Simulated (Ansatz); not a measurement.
SiW (CsCl type, Pm-3m) at seven volumes, plane-wave PAW PBE (Ansatz code), scaled uniformly. One row is withheld.

```json
[
 {"V (Å³/atom)": "12.992", "P (GPa)": "27.00"},
 {"V (Å³/atom)": "13.420", "P (GPa)": "16.52"},
 {"V (Å³/atom)": "13.848", "P (GPa)": "7.61"},
 {"V (Å³/atom)": "14.277", "P (GPa)": "0.00"},
 {"V (Å³/atom)": "14.705", "P (GPa)": "-6.48"},
 {"V (Å³/atom)": "15.133", "P (GPa)": "-11.97"},
 {"V (Å³/atom)": "15.562", "P (GPa)": "?"}
]
```

Task: Fit the shown pressures and predict the withheld one.

Result: P = (3/2)B₀(x^(7/2) − x^(5/2))[1 + (3/4)(B′ − 4)(x − 1)] with x = (V₀/V)^(2/3). Least squares on the six rows gives V₀ = 14.277 Å³/atom, B₀ = 233 GPa, B′ = 4.33. At V = 15.562, x = 0.9442 and P = -16.67 GPa. The run itself gave -16.55 GPa.

A made-up cell: these elements were put on the sites of a structure type; neither database checked (COD, Materials Project) lists it. Its standing as an ambient phase is unchecked. Symmetry was held in the PBE relaxation; its stability against distortions is not shown here. The run is not spin-polarised. Spin–orbit coupling is left out wherever it is not named.

Potentials: the later of the program's two PAW sets.
